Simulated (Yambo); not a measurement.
Absorption of Cs2PdBr6 (space group Fm-3m, No. 225) with and without the electron-hole interaction (Yambo, PBEsol bands; 4×4×4 mesh, 21 valence and 6 conduction bands, static screening with 152 bands and a 3 Ry block, scissor 1.70 eV, Tamm-Dancoff; field along x).

| E (eV) | Im ε, BSE | Im ε, independent quasiparticles |
|---|---|---|
| 0.85 | 0.06 | 0.06 |
| 0.95 | 0.07 | 0.07 |
| 1.05 | 0.08 | 0.07 |
| 1.15 | 0.09 | 0.08 |
| 1.25 | 0.10 | 0.08 |
| 1.35 | 0.11 | 0.09 |
| 1.45 | 0.12 | 0.10 |
| 1.55 | 0.14 | 0.11 |
| 1.65 | 0.16 | 0.12 |
| 1.75 | 0.19 | 0.13 |
| 1.85 | 0.24 | 0.15 |
| 1.95 | 0.30 | 0.17 |
| 2.05 | 0.39 | 0.20 |
| 2.15 | 0.55 | 0.23 |
| 2.25 | 0.83 | 0.27 |
| 2.35 | 1.37 | 0.33 |
| 2.45 | 2.03 | 0.41 |
| 2.55 | 2.64 | 0.53 |
| 2.65 | 3.48 | 0.72 |
| 2.75 | 4.11 | 1.06 |
| 2.85 | 3.87 | 1.68 |
| 2.95 | 2.93 | 2.52 |
| 3.05 | 2.00 | 3.59 |
| 3.15 | 1.48 | 4.96 |
| 3.25 | 1.22 | 5.83 |
| 3.35 | 1.05 | 5.84 |
| 3.45 | 0.92 | 5.63 |
| 3.55 | 0.84 | 4.84 |
| 3.65 | 0.77 | 3.95 |
| 3.75 | 0.66 | 3.20 |
| 3.85 | 0.58 | 2.62 |
| 3.95 | 0.54 | 1.98 |
| 4.05 | 0.54 | 1.56 |
| 4.15 | 0.62 | 1.35 |
| 4.25 | 0.83 | 1.20 |
| 4.35 | 1.10 | 1.07 |
| 4.45 | 1.40 | 1.09 |
| 4.55 | 1.91 | 1.33 |
| 4.65 | 2.37 | 1.64 |
| 4.75 | 2.28 | 2.12 |
| 4.85 | 2.06 | 3.23 |
| 4.95 | 1.88 | 4.58 |
| 5.05 | 1.84 | 4.75 |
| 5.15 | 2.12 | 4.66 |
| 5.25 | 2.39 | 4.75 |
| 5.35 | 2.37 | 4.97 |
| 5.45 | 2.39 | 4.91 |
| 5.55 | 2.94 | 3.97 |
| 5.65 | 4.39 | 3.14 |
| 5.75 | 7.08 | 2.75 |
| 5.85 | 7.95 | 2.04 |
| 5.95 | 6.02 | 1.29 |
| 6.05 | 4.11 | 0.84 |
| 6.15 | 2.90 | 0.61 |
| 6.25 | 1.99 | 0.48 |
| 6.35 | 1.62 | 0.39 |
| 6.45 | 1.59 | 0.34 |
| 6.55 | 1.72 | 0.32 |
| 6.65 | 1.42 | 0.31 |
| 6.75 | 1.12 | 0.34 |
| 6.85 | 1.06 | 0.41 |
| 6.95 | 1.28 | 0.40 |
| 7.05 | 1.89 | 0.34 |
| 7.15 | 2.46 | 0.32 |
| 7.25 | 2.06 | 0.35 |
| 7.35 | 1.60 | 0.45 |
| 7.45 | 1.66 | 0.64 |
| 7.55 | 1.84 | 0.96 |
| 7.65 | 2.03 | 1.05 |
| 7.75 | 2.01 | 0.96 |

The scissor comes from a G0W0 run whose convergence isn't established. Broadening 0.15 eV. The band window holds all transitions up to 7.9 eV. Fine structure above the onset can come from the mesh.

Spin-orbit splittings are left out.

Geometry of the Materials Project entry, not relaxed at this level; primitive cell a = b = c = 7.6058 Å, α = β = γ = 60.00°.

The structure is a Materials Project entry; no match was found in the copy of COD used, and its stability was not checked.
